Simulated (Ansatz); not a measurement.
FeSi:
```
FeSi
1.0
    4.44792     0.00000     0.00000
    0.00000     4.44792     0.00000
    0.00000     0.00000     4.44792
Fe Si
4 4
Direct
  0.13600   0.13600   0.13600
  0.36400   0.86400   0.63600
  0.63600   0.36400   0.86400
  0.86400   0.63600   0.36400
  0.84071   0.84071   0.84071
  0.65929   0.15929   0.34071
  0.34071   0.65929   0.15929
  0.15929   0.34071   0.65929
```

Relaxed with PBE. Independent-particle spectrum: no excitons, no local fields, no scissors shift; 0.1 eV broadening; ε₁ of the summed bands alone.

**Question.** Tabulate the dielectric function from DFT-PBE in the program Ansatz with PAW potentials.

**Answer.** 

```
E (eV)  ε₁ xx  ε₂ xx
------  -----  -----
0.0     84.68   0.00
0.4     21.38  27.75
0.8     26.63  27.20
1.2     11.66  21.31
1.6     17.39  19.92
2.0     10.46  17.30
2.4      5.02  17.15
2.8      4.97  13.00
3.2      5.35   9.78
3.6     10.80  11.86
4.0      6.91  11.31
4.4      8.24  11.91
4.8      7.82  13.59
5.2      5.00  14.60
5.6      5.53  14.35
6.0      3.38  15.51
6.4      3.27  18.45
6.8     -2.70  15.24
7.2     -4.58  13.36
7.6     -6.26  11.05
8.0     -6.08   8.53
8.4     -5.52   6.92
8.8     -5.13   6.18
9.2     -4.80   5.25
9.6     -4.68   4.67
10.0    -4.13   3.78
10.4    -3.49   3.52
10.8    -3.38   3.27
11.2    -3.25   2.89
11.6    -2.96   2.52
12.0    -2.70   2.36
```

**Question.** From ε at 1.7 eV (xx: 14.35 + 21.69i), find n, k, the normal reflectivity and the absorption coefficient.

**Answer.** n = 4.49, k = 2.414, R = 50 %, α = 2kE/ħc = 420000 cm⁻¹.

With all bands, ε∞ without local fields is 84.9. DFPT, with local fields, gives 72.3.

Space group P2_13. The cell was relaxed with PBE under the symmetry of its start. The workflow began spin-polarised and lost its moments.

Potentials: the later of the program's two PAW sets.
